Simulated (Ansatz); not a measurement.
Structure types of Hg were relaxed at one common pressure (all-electron LAPW in Ansatz 0.2.0 under LDA, scalar-relativistic, no spin polarisation, zero temperature). They take these volumes:

```csv
type,space group,V (Å³/atom)
bcc,Im-3m,17.78
hcp,P6_3/mmc,17.54
diamond,Fd-3m,24.05
omega,P6/mmm,17.93
beta tin,I4_1/amd,18.74
```

**Question.** At about which pressure, and is the densest type also the lowest in enthalpy?

**Answer.** 26 GPa. The densest is hcp, and it is also the lowest in enthalpy among these.
